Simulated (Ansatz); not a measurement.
Relaxed PbO₂ (space group Pbcn):

```yaml
crystal:
  lattice:
    - [5.04284, 0.00000, 0.00000]
    - [0.00000, 5.82901, 0.00000]
    - [0.00000, 0.00000, 5.41070]
  atoms:
    - { symbol: Pb, position: [0.50000, 0.18653, 0.75000] }
    - { symbol: Pb, position: [0.50000, 0.81347, 0.25000] }
    - { symbol: Pb, position: [0.00000, 0.31347, 0.25000] }
    - { symbol: Pb, position: [0.00000, 0.68653, 0.75000] }
    - { symbol: O, position: [0.26443, 0.08750, 0.43302] }
    - { symbol: O, position: [0.73557, 0.91250, 0.56698] }
    - { symbol: O, position: [0.23557, 0.41250, 0.93302] }
    - { symbol: O, position: [0.76443, 0.58750, 0.06698] }
    - { symbol: O, position: [0.76443, 0.41250, 0.56698] }
    - { symbol: O, position: [0.23557, 0.58750, 0.43302] }
    - { symbol: O, position: [0.73557, 0.08750, 0.06698] }
    - { symbol: O, position: [0.26443, 0.91250, 0.93302] }
```

A phonon eigenvector at Γ is frozen into this cell: atom i moves by Q times the vector below, so Q is the largest atomic displacement, in Å. The cell is held.

```json
[
 {"atom": "Pb1", "x": "0.000", "y": "1.000", "z": "0.000"},
 {"atom": "Pb2", "x": "0.000", "y": "-1.000", "z": "0.000"},
 {"atom": "Pb3", "x": "0.000", "y": "1.000", "z": "0.000"},
 {"atom": "Pb4", "x": "0.000", "y": "-1.000", "z": "0.000"},
 {"atom": "O5", "x": "0.336", "y": "0.561", "z": "-0.359"},
 {"atom": "O6", "x": "-0.336", "y": "-0.561", "z": "0.359"},
 {"atom": "O7", "x": "0.336", "y": "0.561", "z": "0.359"},
 {"atom": "O8", "x": "-0.336", "y": "-0.561", "z": "-0.359"},
 {"atom": "O9", "x": "-0.336", "y": "0.561", "z": "-0.359"},
 {"atom": "O10", "x": "0.336", "y": "-0.561", "z": "0.359"},
 {"atom": "O11", "x": "-0.336", "y": "0.561", "z": "0.359"},
 {"atom": "O12", "x": "0.336", "y": "-0.561", "z": "-0.359"}
]
```

The numbers are results of LDA (plane waves to 420 eV, PAW, scalar-relativistic; Ansatz, an electronic-structure program), not measurements. k mesh 8×7×7 (Γ-centred), Fermi-Dirac smearing 0.05 eV. With partly filled bands, energies and forces of such displacements shift with the k mesh and the smearing. At this level the bands of PbO2 touch or barely overlap. PbO2 was relaxed with its symmetry unable to fall. Spin-orbit coupling is left out, though Pb is heavy. This is one of several known forms of PbO2; the measured ambient cells at hand have space group No. 136. 

```tsv
Q (Å)	−dE/dQ from forces (eV/Å)
-0.280	23.549
-0.233	19.945
-0.187	16.199
-0.140	12.312
-0.093	8.282
-0.047	4.152
0.000	0.000
0.047	-4.152
0.093	-8.282
0.140	-12.312
0.187	-16.199
0.233	-19.945
0.280	-23.549
```

**Question.** What harmonic wavenumber does the curvature at Q = 0 give?

**Answer.** 164 cm⁻¹. E″ = 89.05 eV/Å², M = Σ mᵢ|uᵢ|² = 900.0 u, ν̃ = 521.5·√(|E″|/M).

(For displaced atoms, the force is minus the slope of the energy, and its curvature is a force constant, which sets phonon frequencies.)
